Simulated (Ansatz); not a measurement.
**GaSe₄, before and after**

Recipe of this trial structure of GaSe₄: random cell by space group and Wyckoff sites (Im-3m, No. 229). Its size is a rough estimate.

start.cif

```cif
data_structure
_symmetry_space_group_name_H-M 'Im-3m'
_symmetry_Int_Tables_number 229
_cell_length_a 6.4625
_cell_length_b 6.4625
_cell_length_c 6.4625
_cell_angle_alpha 90.000
_cell_angle_beta 90.000
_cell_angle_gamma 90.000
_cell_volume 269.89
loop_
_atom_site_label
_atom_site_type_symbol
_atom_site_symmetry_multiplicity
_atom_site_Wyckoff_symbol
_atom_site_fract_x
_atom_site_fract_y
_atom_site_fract_z
_atom_site_occupancy
Ga1 Ga 2 a 0.00000 0.00000 0.00000 1
Se1 Se 8 c 0.25000 0.25000 0.25000 1
```

Method: Ansatz, DFT PBE, scalar-relativistic, plane waves, PAW. Cutoff 420 eV, Gaussian smearing, Γ-centred meshes. Cell and atoms relax first on a coarse mesh and then on a finer one. In between, the cell is made exact in the group found at 0.06 Å. In metals the finer mesh still leaves noise of several meV/atom or more. The steps can't lower the symmetry of their start. No spin polarisation.

end.cif

```cif
data_structure
_symmetry_space_group_name_H-M 'Im-3m'
_symmetry_Int_Tables_number 229
_cell_length_a 6.2165
_cell_length_b 6.2165
_cell_length_c 6.2165
_cell_angle_alpha 90.000
_cell_angle_beta 90.000
_cell_angle_gamma 90.000
_cell_volume 240.23
loop_
_atom_site_label
_atom_site_type_symbol
_atom_site_symmetry_multiplicity
_atom_site_Wyckoff_symbol
_atom_site_fract_x
_atom_site_fract_y
_atom_site_fract_z
_atom_site_occupancy
Ga1 Ga 2 a 0.00000 0.00000 0.00000 1
Se1 Se 8 c 0.25000 0.25000 0.25000 1
```

The symmetry stays Im-3m (No. 229). The volume per atom shrinks by 11.0 %, from 27.0 to 24.0 Å³. The shortest distance goes from 2.80 Å (Ga–Se) to 2.69 Å (Ga–Se).

| Quantity | Value |
| --- | --- |
| Volume per atom | 24.02 Å³ |
| Density | 5.33 g/cm³ |
| Energy over the elements | +0.31 eV/atom |
| Gap on the 8×8×8 mesh of the 5-atom cell | 0 eV (a metal) |

Formation energies are uncorrected and refer to the elements' standard structures at the same level. A positive value: parting into the elements would lower its energy.

The last run used Gaussian smearing of 0.10 eV. An odd number of electrons in the primitive cell allows no gap without spin; a larger cell or a magnetic state could open one. The cell is a metal run without spin; a magnetic state may lie lower. The reference form of Se is held partly by dispersion forces, which this level lacks. Symmetry constrained the relaxation, so the result can be a saddle point. In all, the 3 runs took 20 s on 1 thread of AMD EPYC 9R45 96-Core Processor (Zen 5) (shared host).
